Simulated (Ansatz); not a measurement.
# AuCu3-type EuIn3

The computed numbers are results of PBEsol, scalar-relativistic (collinear spin) in the plane-wave PAW code Ansatz at 420 eV, 8×8×8 k-mesh, Gaussian smearing of 0.05 eV; PAW files: Ansatz's generated set soft_2.

```
Eu In
1.0
     4.63576    0.00000    0.00000
     0.00000    4.63576    0.00000
     0.00000    0.00000    4.63576
Eu In
1 3
Direct
  0.00000 0.00000 0.00000
  0.00000 0.50000 0.50000
  0.50000 0.50000 0.00000
  0.50000 0.00000 0.50000
```

The structure was built from a prototype; whether the compound forms in it isn't claimed.

Magnetic state: ferromagnetic, site spin moments Eu 6.72 μB.

Cell and atoms are those of this level's equilibrium.

The cell has space group Pm-3m (read at 0.01 Å). In it the stress is 0.00, 0.00, 0.00, 0.00, 0.00, 0.00 GPa and the largest force component 0.000 eV/Å. Each change below starts from this cell, without further relaxation. Stress is in GPa, positive in compression, in the order xx, yy, zz, yz, xz, xy; energies are counted from the cell above and are free energies with the smearing's entropy, which match forces and stress in a metal.

What happens when atom 2 (In) is moved by 0.08 Å along x?

The energy changes by 7.6 meV per cell, and the force on it along the shift is -0.192 eV/Å (−F/u = 2.40 eV/Å²). Stress: 0.07, 0.03, 0.03, 0.00, 0.00, 0.00.
```
atom  Fx (eV/Å)     Fy     Fz
 Eu1      0.001  0.000  0.000
 In2     -0.192  0.000  0.000
 In3      0.095  0.000  0.000
 In4      0.095  0.000  0.000
```
In a harmonic crystal the energy would rise by −½F·u = ½ × 2.40 × 0.08² eV = 7.7 meV, which matches.

What stress follows from an engineering strain of 1 % in xx, atoms carried along?

-0.82, -0.29, -0.29, 0.00, 0.00, 0.00 GPa; the energy changes by 2.6 meV per cell.
The change of the stress over the strain gives a clamped-atom stiffness of about 81 GPa for this component, a secant value that lies under the elastic constant in tension and over it in compression, by several per cent for each per cent of strain.
In a harmonic crystal the energy would rise by V(½Cε² − σ₀ε), with σ₀ the stress of the unstrained cell, = 2.6 meV, which matches.

Without a U the 4f levels of Eu lie too near the Fermi level, so their share of the states there, and what hangs on it, is overstated. Spin–orbit coupling, which matters for such heavy elements, is left out. The run wasn't fully tested for a lower electronic state. Site moments are of spin, integrated over atomic spheres. Only parallel moments were tried, so the real magnetic order may be another.
